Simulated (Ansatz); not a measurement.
A distorted cell of ZrB$_{2}$ (AlB2 type, space group P6/mmm):

```
ZrB2
1.0
    6.33540     0.00000     0.00000
   -1.58385     2.74331     0.00000
    0.00000     0.00000     3.55026
Zr B
2 4
Cartesian
  0.00000   0.00000   0.00000
  2.99092  -0.17678   0.00000
  0.00000   1.82887   1.77513
  3.16770   1.82887   1.77513
  1.58385   0.91444   1.77513
  4.75155   0.91444   1.77513
```

Level of theory: r2SCAN (plane waves to 500 eV, PAW, scalar-relativistic; Ansatz, an electronic-structure program). k mesh 7×14×11 (Γ-centred), Fermi-Dirac smearing 0.05 eV. E stands for the smeared free energy. Compression counts positive. With partly filled bands, energies and forces of such displacements shift with the k mesh and the smearing. ZrB2 is run without spin polarisation. ZrB2 was relaxed with its symmetry unable to fall.

Question: Predict the force on every atom, in eV/Å.

Answer: 
```
atom      Fx      Fy     Fz
----  ------  ------  -----
Zr1   -1.619  -1.152  0.000
Zr2    3.988   3.515  0.000
B3    -1.116  -0.782  0.000
B4    -0.328  -0.386  0.000
B5    -0.223  -0.659  0.000
B6    -0.702  -0.537  0.000
```

Question: Give the stress tensor in GPa and the pressure.

Answer: 
```
    3.4      2.1      0.0
    2.1      3.0      0.0
    0.0      0.0      4.8
```
The pressure, a third of the trace, is 3.7 GPa.

Question: In it atom 2 sits (-0.177, -0.177, 0.000) Å away from its relaxed site. What is its energy relative to the relaxed cell?

Answer: 660 meV/cell.

(For displaced atoms, the force is minus the slope of the energy, and its curvature is a force constant, which sets phonon frequencies.)
